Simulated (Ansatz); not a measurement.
# Computed properties of SiN2

SiN2:
Space group Pa-3 (No. 205); a = b = c = 4.4704 Å, α = β = γ = 90.00°

```json
[
 {"atom": "Si", "site": "4a", "symmetry": ".-3.", "x": "0.0000", "y": "0.0000", "z": "0.0000"},
 {"atom": "N", "site": "8c", "symmetry": ".3.", "x": "0.4050", "y": "0.4050", "z": "0.4050"}
]
```

Space group Pa-3 (No. 205); conventional cell a = 4.4704 Å, b = 4.4704 Å, c = 4.4704 Å, α = 90.00°, β = 90.00°, γ = 90.00°.

Method: DFT-PBE in the program Ansatz with PAW potentials. Structure relaxed to zero pressure with the same functional. Other levels are named where they apply.

Cell and energy:

```
Item                                                             Value
-----------------------------------------------------  ---------------
Volume per atom                                                7.45 Å³
Density                                                     4.17 g/cm³
Formation energy from the elements (no fitted shifts)  -44 kJ/mol-atom
```

Electronic structure:

```
Property                                                                                          Result
----------------------------------------  --------------------------------------------------------------
Band gap                                                                              5.04 eV (indirect)
Valence-band maximum                                             on the Γ–X line, 60 % of the way from Γ
Conduction-band minimum                   on the Γ–R line, 52 % of the way from Γ (8 equivalent valleys)
Smallest direct gap on the standard path                                                         5.69 eV
Electron effective mass                                             0.36, 1.0, 1.0 mₑ (principal values)
```

Mechanics:

```
Item                                 Result
----------------------------------  -------
Bulk modulus (Birch–Murnaghan fit)  320 GPa
Pressure derivative B′                  4.3
```

The start of the workflow was typed in or built on a structure type; neither database checked (COD, Materials Project) lists it. Its standing as an ambient phase is unchecked. Symmetry was held in the PBE relaxation; whether a distortion lowers the energy is not shown. The references are the lowest solids computed at this level, not always the standard phases (solids in place of the gases).

Potentials: the earlier of the program's two PAW sets.
